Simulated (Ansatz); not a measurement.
Cell and atoms are relaxed with the symmetry kept. Start:

```cif
data_structure
_symmetry_space_group_name_H-M 'P 1'
_symmetry_Int_Tables_number 1
_cell_length_a 7.0013
_cell_length_b 7.0013
_cell_length_c 7.0013
_cell_angle_alpha 147.206
_cell_angle_beta 147.206
_cell_angle_gamma 47.059
_cell_volume 100.30
loop_
_atom_site_label
_atom_site_type_symbol
_atom_site_fract_x
_atom_site_fract_y
_atom_site_fract_z
_atom_site_occupancy
K1 K 0.65740 0.65740 0.00000 1
K2 K 0.34260 0.34260 0.00000 1
Ni1 Ni 0.00000 0.00000 0.00000 1
O1 O 0.86860 0.86860 0.00000 1
O2 O 0.13140 0.13140 0.00000 1
```

The calculation used DFT PBEsol, scalar-relativistic, plane waves, PAW (Ansatz 0.2.0).

Plane waves to 420 eV, a k mesh through Γ of 10×10×10 on the computed 5-atom cell and Gaussian smearing (0.02 eV); collinear spin from starting moments 0 0 1.3 0.33 0.33 μB.

Task: What does it relax to?

Result: The volume falls by 0.70 Å³/atom to 19.36 Å³/atom, and the energy falls by 5.3 meV/atom. The cell ends with a moment of 2.00 μB (only this magnetic start was tried). Final structure:
```
K Ni O
1.0
    -1.95844    1.95844    6.30851
     1.95844   -1.95844    6.30851
     1.95844    1.95844   -6.30851
K Ni O
2 1 2
Direct
  0.65251 0.65251 0.00000
  0.34749 0.34749 0.00000
  0.00000 0.00000 0.00000
  0.86662 0.86662 0.00000
  0.13338 0.13338 0.00000
```

The cell holds one magnetic atom, so it can only be ferromagnetic; an antiferromagnetic order may lie lower.

Cost: 1 run of about 8.7 core-minutes, on Arm Neoverse V1 (shared hosts).